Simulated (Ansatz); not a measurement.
**Cs started on an I site in cubic perovskite CsSnI3, 40 atoms, charge 0**

All numbers come from Ansatz (PAW, plane waves, no spin–orbit coupling) at the single k point (¼, ¼, ¼) without its symmetry partners. The atoms were relaxed with PBEsol in a fixed cell; other functionals are single points on those atoms unless said otherwise. The valence top and gap of the host come from its small cell on a dense mesh, with the band extrema sought between the mesh points, lined up by the mean potential, PBEsol gap 0.15 eV, r²SCAN gap 0.31 eV.

Relaxed structure:

```
Cs Sn I
1.0
    12.31446    0.00000    0.00000
     0.00000   12.31446    0.00000
     0.00000    0.00000   12.31446
Cs Sn I
9 8 23
Direct
  0.02244 0.03440 0.00128
  0.96397 0.98736 0.50900
  0.01228 0.52194 0.95381
  0.98703 0.46899 0.49445
  0.48940 0.06758 0.00432
  0.55948 0.91446 0.50290
  0.48891 0.50401 0.01223
  0.52462 0.49667 0.49431
  0.35284 0.14076 0.49543
  0.23084 0.27273 0.24783
  0.23450 0.27877 0.74008
  0.25172 0.76415 0.24886
  0.25203 0.77070 0.74830
  0.74226 0.24022 0.25422
  0.73672 0.24488 0.75250
  0.75653 0.73884 0.24712
  0.75237 0.74167 0.75635
  0.22363 0.29085 0.99573
  0.26178 0.72450 0.99930
  0.25130 0.83100 0.49953
  0.75820 0.25051 0.00303
  0.69676 0.21389 0.50363
  0.74215 0.70957 0.00107
  0.78628 0.72993 0.50133
  0.98767 0.22301 0.29729
  0.98600 0.22852 0.73539
  0.00375 0.78249 0.23600
  0.00195 0.79057 0.77072
  0.48705 0.28082 0.24485
  0.48685 0.29244 0.76380
  0.50508 0.72262 0.26669
  0.50346 0.71561 0.73373
  0.26262 0.01865 0.21798
  0.27159 0.02016 0.78180
  0.23053 0.51918 0.29684
  0.21616 0.52407 0.69911
  0.72338 0.98794 0.24068
  0.71993 0.99058 0.76232
  0.76486 0.48745 0.26684
  0.77282 0.49048 0.73147
```

Chemical potentials μ are those of reference phases of the elements at zero temperature by the same functional (the usual solids, diamond for C, grey Sn, and the molecules H2, N2, O2, F2, Cl2, Br2 and S8).

```tsv
functional	E(defect) − E(host) − Σ nμ + q·E_VBM (eV)	monopole (eV)	alignment (eV)	formation energy at E_F = VBM (eV)	moment (μB)	wall time, shared host
PBEsol	1.19	0.00	0.00	1.19	0 (no spin)	18 s on NVIDIA GB200 (relaxation)
r²SCAN	1.54	0.00	0.00	1.54	0 (no spin)	4.8 s on NVIDIA GB200
```

r²SCAN one-electron levels near the gap (the ten most localised at most), from the host's valence top:

```
level (eV)  spin  filling  atoms sharing it  element of the atom with most weight
      0.54  both     2.00               5.2                                    Sn
```

The charge sits partly or wholly in a band of the host, at the cell's one k point and not at the band edge, so the formation energy is too high and the charge correction doesn't apply as it stands.

The runs had no spin polarisation though PBEsol leaves holes or close levels at the Fermi level; a state of higher spin may be lower.

All elements are taken at their own reference at once; growth conditions in equilibrium with the host shift these energies, by up to the host's formation enthalpy.

The ideal cubic host may itself distort, and that gain is in these energies.

One k point and a cell of this size can leave errors of several tenths of an eV in such numbers.
